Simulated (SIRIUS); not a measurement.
A self-consistent single point of HfSi (Pnma, 8 atoms in the cell; from Materials Project mp-1042, changed as shown).

```
CELL_PARAMETERS angstrom
      6.88753     0.00000     0.00000
      0.00000     3.82023     0.00000
      0.00000     0.00000     5.29553
ATOMIC_POSITIONS crystal
  Hf 0.67514 0.25000 0.37439
  Hf 0.32486 0.75000 0.62561
  Hf 0.82486 0.75000 0.87439
  Hf 0.17514 0.25000 0.12561
  Si 0.54312 0.25000 0.86087
  Si 0.45688 0.75000 0.13913
  Si 0.95688 0.75000 0.36087
  Si 0.04312 0.25000 0.63913
```

Method: PBEsol, GBRV PBEsol ultrasoft pseudopotentials (plane waves; SIRIUS 7.12.0).

SIRIUS settings:

- parameters.ngridk: 4 4 4
- parameters.xc_functionals: [XC_GGA_X_PBE_SOL, XC_GGA_C_PBE_SOL]
- parameters.gk_cutoff: 6.325 1/bohr
- parameters.pw_cutoff: 14.143 1/bohr
- parameters.smearing: cold
- parameters.smearing_width: 0.00999582 Ha
- potentials: GBRV PBEsol ultrasoft pseudopotentials
- parameters.electronic_structure_method: pseudopotential
- parameters.num_bands: 38
- parameters.num_mag_dims: 0
- parameters.num_dft_iter: 100
- parameters.energy_tol: 1e-07 Ha
- parameters.density_tol: 1e-06
- mixer.type: anderson
- mixer.beta: 0.3
- mixer.use_hartree: true

Results:

* **Number of valence electrons**: 64
* **Number of bands**: 38
* **Number of k-points after the program's reduction**: 27
* **Number of plane waves (most at a k-point)**: 4046
* **Number of SCF iterations**: 19
* **FFT grid**: 64 × 36 × 48
* **Free energy E − TS**: -9155.2945 eV
* **Fermi level (on the code's own zero)**: 13.69 eV
* **Pressure**: -6.54 GPa
* **Largest force (vector length)**: 0.105 eV/Å

Forces (eV/Å):
| atom | Fx | Fy | Fz |
|---|---|---|---|
| Hf1 | -0.025 | 0.000 | -0.024 |
| Hf2 | 0.025 | 0.000 | 0.024 |
| Hf3 | 0.025 | 0.000 | -0.024 |
| Hf4 | -0.025 | 0.000 | 0.024 |
| Si5 | 0.031 | 0.000 | -0.100 |
| Si6 | -0.031 | 0.000 | 0.100 |
| Si7 | -0.031 | 0.000 | -0.100 |
| Si8 | 0.031 | 0.000 | 0.100 |

Stress (GPa, positive for compression):
```
-5.69   0.00   0.00
 0.00  -6.04   0.00
 0.00   0.00  -7.89
```

For comparison: a first run was changed to give this one (lattice vector a scaled by 0.99), and from it to this one the free energy goes down by 7.0 meV/atom, the pressure goes from -7.86 to -6.54 GPa and the largest force goes from 0.126 to 0.105 eV/Å.

The structure comes from a collection of computed structures, made at another level of theory; the collection holds predicted forms beside known ones. Its lattice was then scaled. No clean gap shows at this smearing width and mesh (spacing up to 0.41 Å⁻¹); the mesh is coarse for partly filled bands, so the values carry mesh errors.

Cost on one core: around 100 core-seconds (rough).
